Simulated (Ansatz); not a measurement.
LiF (rock salt)

```
LiF
1.0
    0.00000     4.06787     4.06787
    2.03393     0.00000     2.03393
    2.03393     2.03393     0.00000
F Li
2 2
Cartesian
  0.00000   0.00000   0.00000
  2.03393   4.06787   2.03393
  2.03393   2.03393   2.03393
  2.03393   4.06787   4.06787
```

A phonon eigenvector at L = (0.5, 0.0, 0.0) is frozen into this cell: atom i moves by Q times the vector below, so Q is the largest atomic displacement, in Å. The cell is held. It is one choice among 2 degenerate patterns. (q is in reciprocal vectors of the primitive cell; the cell shown is doubled to hold the pattern.)

```json
[
 {"atom": "Li3", "x": "-0.285", "y": "0.520", "z": "-0.805"},
 {"atom": "Li4", "x": "0.285", "y": "-0.520", "z": "0.805"}
]
```

Atoms not listed stay in place.

All values below come from PBE (plane waves to 420 eV, PAW, scalar-relativistic; Ansatz, a quantum-chemistry and plane-wave program). k mesh 7×14×14 (Γ-centred), Fermi-Dirac smearing 0.05 eV. Energies are smeared free energies. LiF was relaxed with its symmetry unable to fall. The zero of ΔE is the undisplaced structure.

```
Q (Å)   ΔE (meV/cell)
------  -------------
-0.180           57.0
-0.120           25.0
-0.060            6.2
0.000             0.0
0.060             6.2
0.120            25.0
0.180            57.0
```

Task: Which DFPT wavenumber at L = (0.5, 0.0, 0.0) belongs to this mode?
(A) 259 cm⁻¹
(B) 578 cm⁻¹
(C) 193 cm⁻¹
(D) 371 cm⁻¹

Result: A, 259 cm⁻¹. The curvature of the scan gives 259 cm⁻¹

(For displaced atoms, the force is minus the slope of the energy, and its curvature is a force constant, which sets phonon frequencies.)
